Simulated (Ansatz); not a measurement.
W:
```
W
1.0
    5.03204     0.00000     0.00000
    0.00000     5.03204     0.00000
    0.00000     0.00000     5.03204
W
8
Direct
  0.00000   0.00000   0.00000
  0.50000   0.50000   0.50000
  0.00000   0.50000   0.25000
  0.00000   0.50000   0.75000
  0.25000   0.00000   0.50000
  0.75000   0.00000   0.50000
  0.50000   0.75000   0.00000
  0.50000   0.25000   0.00000
```

This is the PBEsol-relaxed structure.

### Question
All from plane-wave PAW PBEsol (Ansatz code), unless another level is named. Give the Hill bulk and shear moduli.

### Answer
317 and 142 GPa.

### Question
Give the elastic constants (relaxed ions, GPa).

### Answer
C11 = 628, C12 = 162, C44 = 101.

### Question
Next, the highest zone-centre frequency?

### Answer
255 cm^-1.

Space group Pm-3n (A15 (β-W type)). The workflow started from an entry of the Crystallography Open Database (COD), which files this formula under 6 space groups. It is not the phase usual at ambient conditions (space group No. 229). The cell was relaxed with PBEsol under the symmetry of its start; of distortions, only those at the zone centre were tested. The run is not spin-polarised. As this level gives no gap, shear constants depend on the k-mesh and smearing (Fermi–Dirac, 0.1 eV here). As this level gives no gap, phonon frequencies hold no LO–TO term and depend on the k-mesh and smearing (Fermi–Dirac, 0.1 eV here). Scalar-relativistic: spin–orbit coupling is off unless named, which matters more the heavier the elements.

Potentials: the later of the program's two PAW sets.
